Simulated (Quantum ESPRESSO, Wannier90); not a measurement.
Wannierisation of AgI (zinc blende)

Materials Project entry mp-22925; symmetrised, unrelaxed at this level. COD (Crystallography Open Database) has the formula in 2 space groups, this one among them (matched by group alone). Level: PBE, no spin polarisation, no spin-orbit coupling; pw.x of Quantum ESPRESSO at 66 Ry with PseudoDojo potentials, 8×8×8 k-points, Wannier90. Density: 8×8×8 mesh, cold smearing 0.01 Ry. Spin-orbit coupling is left out although heavy elements are present.

On the energy scale of pw.x, whose zero is arbitrary, the valence-band maximum lies at 5.21 eV.

Input w.win:

```
num_bands = 3
num_wann = 3
exclude_bands = 1,5-22
num_iter = 800
conv_tol = 1.0e-7
conv_window = 4
write_hr = true
write_u_matrices = true
auto_projections = true
begin unit_cell_cart
ang
    0.0000000000    3.2820950000    3.2820950000
    3.2820950000    0.0000000000    3.2820950000
    3.2820950000    3.2820950000    0.0000000000
end unit_cell_cart
begin atoms_frac
Ag   0.0000000000  0.0000000000  0.0000000000
I    0.2500000000  0.2500000000  0.2500000000
end atoms_frac
mp_grid = 8 8 8
begin kpoints
0.0000000000 0.0000000000 0.0000000000
0.0000000000 0.0000000000 0.1250000000
0.0000000000 0.0000000000 0.2500000000
... (509 more lines: the 8x8x8 mesh through Gamma)
end kpoints
```

Input of pw2wannier90.x that gives the overlap and projection files (equivalent; here they were cut from one run over all bands):

```
&inputpp
  outdir = './out'
  prefix = 'pwscf'
  seedname = 'w'
  write_amn = .true.
  write_mmn = .true.
  atom_proj = .true.
  atom_proj_exclude = 1 5 6 7 8 9 10 11 12 13 14
/
```

Output w.wout (banner and timings cut):

```
                                    ------
                                    SYSTEM
                                    ------

                              Lattice Vectors (Ang)
                    a_1     0.000000   3.282095   3.282095
                    a_2     3.282095   0.000000   3.282095
                    a_3     3.282095   3.282095   0.000000

                   Unit Cell Volume:      70.71042  (Ang^3)

                        Reciprocal-Space Vectors (Ang^-1)
                    b_1    -0.957191   0.957191   0.957191
                    b_2     0.957191  -0.957191   0.957191
                    b_3     0.957191   0.957191  -0.957191

 *----------------------------------------------------------------------------*
 |   Site       Fractional Coordinate          Cartesian Coordinate (Ang)     |
 +----------------------------------------------------------------------------+
 | ag   1   0.00000   0.00000   0.00000   |    0.00000   0.00000   0.00000    |
 | i    1   0.25000   0.25000   0.25000   |    1.64105   1.64105   1.64105    |
 *----------------------------------------------------------------------------*
                                ------------
                                K-POINT GRID
                                ------------

             Grid size =  8 x  8 x  8      Total points =  512

 *---------------------------------- MAIN ------------------------------------*
 |  Number of Wannier Functions               :                 3             |
 |  Number of Objective Wannier Functions     :                 3             |
 |  Number of input Bloch states              :                 3             |
 |  Output verbosity (1=low, 5=high)          :                 1             |
 |  Timing Level (1=low, 5=high)              :                 1             |
 |  Optimisation (0=memory, 3=speed)          :                 3             |
 |  Length Unit                               :               Ang             |
 |  Post-processing setup (write *.nnkp)      :                 F             |
 |  Using Gamma-only branch of algorithms     :                 F             |
 *----------------------------------------------------------------------------*
 *------------------------------- WANNIERISE ---------------------------------*
 |  Total number of iterations                :               800             |
 |  Number of CG steps before reset           :                 5             |
 |  Trial step length for line search         :             2.000             |
 |  Convergence tolerence                     :         0.100E-06             |
 |  Convergence window                        :                 4             |
 |  Iterations between writing output         :                 1             |
 |  Iterations between backing up to disk     :               100             |
 |  Write r^2_nm to file                      :                 F             |
 |  Write xyz WF centres to file              :                 F             |
 |  Write on-site energies <0n|H|0n> to file  :                 F             |
 |  Use guiding centre to control phases      :                 F             |
 |  Use phases for initial projections        :                 F             |
 *----------------------------------------------------------------------------*
 *-------------------------------- PLOTTING ----------------------------------*
 |  Plotting Hamiltonian in WF basis          :                 T             |
 *----------------------------------------------------------------------------*

 *---------------------------------- K-MESH ----------------------------------*
 +----------------------------------------------------------------------------+
 |                    Distance to Nearest-Neighbour Shells                    |
 |                    ------------------------------------                    |
 |          Shell             Distance (Ang^-1)          Multiplicity         |
 |          -----             -----------------          ------------         |
 |             1                   0.207238                      8            |
 |             2                   0.239298                      6            |
 |             3                   0.338418                     12            |
 |             4                   0.396831                     24            |
 |             5                   0.414476                      8            |
 |             6                   0.478596                      6            |
 |             7                   0.521537                     24            |
 |             8                   0.535086                     24            |
       ... (lines left out)
 +----------------------------------------------------------------------------+
 | The b-vectors are chosen automatically                                     |
 | The following shells are used:                       1                     |
 +----------------------------------------------------------------------------+
 |                        Shell   # Nearest-Neighbours                        |
 |                        -----   --------------------                        |
 |                          1               8                                 |
 +----------------------------------------------------------------------------+
 | Completeness relation is fully satisfied [Eq. (B1), PRB 56, 12847 (1997)]  |
 +----------------------------------------------------------------------------+
 |                  b_k Vectors (Ang^-1) and Weights (Ang^2)                  |
 |                  ----------------------------------------                  |
 |            No.         b_k(x)      b_k(y)      b_k(z)        w_b           |
 |            ---        --------------------------------     --------        |
 |             1         0.119649    0.119649   -0.119649     8.731574        |
 |             2         0.119649   -0.119649    0.119649     8.731574        |
 |             3        -0.119649    0.119649    0.119649     8.731574        |
 |             4         0.119649    0.119649    0.119649     8.731574        |
 |             5        -0.119649   -0.119649    0.119649     8.731574        |
 |             6        -0.119649    0.119649   -0.119649     8.731574        |
 |             7         0.119649   -0.119649   -0.119649     8.731574        |
 |             8        -0.119649   -0.119649   -0.119649     8.731574        |
 +----------------------------------------------------------------------------+
 |                           b_k Directions (Ang^-1)                          |
 |                           -----------------------                          |
 |            No.           x           y           z                         |
 |            ---        --------------------------------                     |
 |             1         0.119649    0.119649   -0.119649                     |
 |             2         0.119649   -0.119649    0.119649                     |
 |             3        -0.119649    0.119649    0.119649                     |
 |             4         0.119649    0.119649    0.119649                     |
 +----------------------------------------------------------------------------+

 Starting a new Wannier90 calculation ...

 Reading overlaps from w.mmn

 Reading projections from w.amn

 *------------------------------- WANNIERISE ---------------------------------*
 +--------------------------------------------------------------------+<-- CONV
 | Iter  Delta Spread     RMS Gradient      Spread (Ang^2)            |<-- CONV
 +--------------------------------------------------------------------+<-- CONV

 ------------------------------------------------------------------------------
 Initial State
  WF centre and spread    1  ( -0.000000, -0.000000, -0.000000 )     0.31919427
  WF centre and spread    2  (  0.000000, -0.000000, -0.000000 )     0.31919427
  WF centre and spread    3  (  0.000000, -0.000000, -0.000000 )     0.31919427
  Sum of centres and spreads (  0.000000, -0.000000, -0.000000 )     0.95758282

      0     0.958E+00     0.0000000000        0.9575828222  <-- CONV
        O_D=      0.0000000 O_OD=      0.0003509 O_TOT=      0.9575828 <-- SPRD
 ------------------------------------------------------------------------------
      1    -0.155E-14     0.0000004802        0.9575828222  <-- CONV
        O_D=      0.0000000 O_OD=      0.0003509 O_TOT=      0.9575828 <-- SPRD
      2    -0.333E-14     0.0000004786        0.9575828222  <-- CONV
        O_D=      0.0000000 O_OD=      0.0003509 O_TOT=      0.9575828 <-- SPRD
      3    -0.477E-14     0.0000004755        0.9575828222  <-- CONV
        O_D=      0.0000000 O_OD=      0.0003509 O_TOT=      0.9575828 <-- SPRD
      4    -0.622E-14     0.0000004709        0.9575828222  <-- CONV
        O_D=      0.0000000 O_OD=      0.0003509 O_TOT=      0.9575828 <-- SPRD
             <<<     Delta < 1.000E-07  over  4 iterations     >>>
             <<< Wannierisation convergence criteria satisfied >>>
 Final State
  WF centre and spread    1  ( -0.000000, -0.000000, -0.000000 )     0.31919427
  WF centre and spread    2  (  0.000000, -0.000000, -0.000000 )     0.31919427
  WF centre and spread    3  (  0.000000, -0.000000, -0.000000 )     0.31919427
  Sum of centres and spreads (  0.000000, -0.000000, -0.000000 )     0.95758282

         Spreads (Ang^2)       Omega I      =     0.957231961
        ================       Omega D      =     0.000000000
                               Omega OD     =     0.000350862
    Final Spread (Ang^2)       Omega Total  =     0.957582822
```
